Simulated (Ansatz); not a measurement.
Data:

MgCu4Sn:
Space group F-43m (No. 216); a = b = c = 6.989 Å, α = β = γ = 90.00°

```csv
atom,site,symmetry,x,y,z
Cu,16e,.3m,0.6245,0.6245,0.6245
Sn,4a,-43m,0.0000,0.0000,0.0000
Mg,4c,-43m,0.2500,0.2500,0.2500
```
(The calculation used a cell of 6 atoms; values per cell refer to that cell.)

This is the r²SCAN-relaxed structure.

Question: All from DFT-r²SCAN in the program Ansatz with PAW potentials, unless another level is named. Estimate the formation energy from the elements (no fitted shifts).

Answer: -0.12 eV/atom.

Question: Predict the density of states at the Fermi level.

Answer: 0.13 states/eV per atom (mean over ±0.08 eV).

The workflow started from an entry of the Crystallography Open Database (COD). Whether it is the stable phase at ambient conditions was not checked. The cell was relaxed with r²SCAN under the symmetry of its start; whether a distortion lowers the energy is not shown. No spin polarisation was allowed. The references are the lowest solids computed at this level, not always the standard phases. Spin–orbit coupling is left out wherever it is not named.

Potentials: the later of the program's two PAW sets.
